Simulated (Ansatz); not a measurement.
Ge$_{2}$Sb$_{2}$Te$_{5}$ in space group P-3m1 (No. 164; Pearson symbol hP9), DFT-r²SCAN+D4 in the program Ansatz with PAW potentials. The conduction-band minimum lies on the K–Γ line, 85 % of the way from K, with 6 equivalent valleys. Second derivatives d²E/dk² of the lowest band at one valley (eV·Å²), along Cartesian directions:

```csv
direction,d²E/dk²
[100],134.8
[010],81.10
[001],27.35
[110],154.2
[101],102.8
[011],67.04
```

Question: Find the principal effective masses, the density-of-states mass and the conductivity mass.

Answer: Off-diagonal terms follow from H_xy = H[110] − (H_xx + H_yy)/2, and m*/mₑ = 7.620 eV·Å² over each eigenvalue: 0.046, 0.14, 0.33. One valley's DOS mass (m₁m₂m₃)^(1/3) = 0.13, conductivity mass 3/(Σ 1/mᵢ) = 0.094 mₑ.

Question: What effective density of states Nc follows at 300 K for parabolic valleys?

Answer: Nc = 2.509e19 × 6 × (0.13)^(3/2) ≈ 7.1e18 cm⁻³.

The cell was relaxed with r²SCAN+D4 under the symmetry of its start. At this level the phase is dynamically unstable (imaginary phonons). Spin–orbit coupling is left out wherever it is not named.

Potentials: the earlier of the program's two PAW sets. The files were generated under PBE; for other functionals the program regenerates the frozen cores, and for LDA and PBEsol the local potential too.

Edges and masses are those of Kohn–Sham bands, whose gap is no quasiparticle gap.
